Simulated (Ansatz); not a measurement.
MgZn2O3 in space group P-3m1 (No. 164; Mg on 1a, Zn on 2d, O on 2d, O on 1b), LDA (plane waves, PAW; program Ansatz), all energies at zero smearing, with the estimated change up to a 700 eV cutoff added, with one set of potentials and settings (totals compare only within such a set). Cell of 6 atoms (1 Mg, 2 Zn, 3 O): -10063.615 eV.

```
element                            reference phase  E (eV/atom)
-------  -----------------------------------------  -----------
Mg                   P6_3/mmc, 2 atoms in the cell   -1901.6031
Zn                   P6_3/mmc, 2 atoms in the cell   -3246.2618
O        C2/m, 4 atoms in the cell, spin-polarised    -552.6518
```

Formation energy per atom, worked out: (-10063.615 − 1×(-1901.6031) − 2×(-3246.2618) − 3×(-552.6518))/6 = -1.922 eV/atom (-185 kJ per mol of atoms), at 0 K, without zero-point energy or fitted corrections.

The workflow started from a Materials Project entry (that database holds measured and hypothetical structures alike); the Crystallography Open Database copy checked does not list it. With Mg and Zn taken as one species the cell has the higher symmetry Fm-3m, so it may be an ordered model of a mixed-site phase. Its standing as an ambient phase is unchecked. Symmetry was held in the LDA relaxation; phonons on a q-mesh show no instability. The references are the lowest solids computed at this level, not always the standard phases (solids in place of the gases).

Potentials: the later of the program's two PAW sets.
